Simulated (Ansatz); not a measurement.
Mg₅ZnS₆ (P4/mmm) at 2 levels of theory

One geometry, relaxed with PBE; plane waves with PAW potentials in Ansatz, scalar-relativistic. No spin polarisation. Gaps are the least over mesh and band path; pressure is positive in compression.

```
Mg Zn S
1.0
     3.68453    0.00000    0.00000
     0.00000    3.68453    0.00000
     0.00000    0.00000   15.62816
Mg Zn S
5 1 6
Direct
  0.50000 0.50000 0.16435
  0.00000 0.00000 0.33237
  0.50000 0.50000 0.50000
  0.00000 0.00000 0.66763
  0.50000 0.50000 0.83565
  0.00000 0.00000 0.00000
  0.00000 0.00000 0.16375
  0.50000 0.50000 0.33232
  0.00000 0.00000 0.50000
  0.50000 0.50000 0.66768
  0.00000 0.00000 0.83625
  0.50000 0.50000 0.00000
```

| level | cutoff (eV) | k mesh | gap (eV) | pressure (GPa) |
| --- | --- | --- | --- | --- |
| PBE | 420 | 8×8×2 | 1.26 | 0.0 |

**Question.** What comes out on the same cell with r2SCAN?

**Answer.**
```csv
level,cutoff (eV),k mesh,gap (eV),pressure (GPa)
r2SCAN,500,8×8×2,1.74,-1.4
```

The structure comes from a generated guess; another structure or a mixture of phases may lie lower.
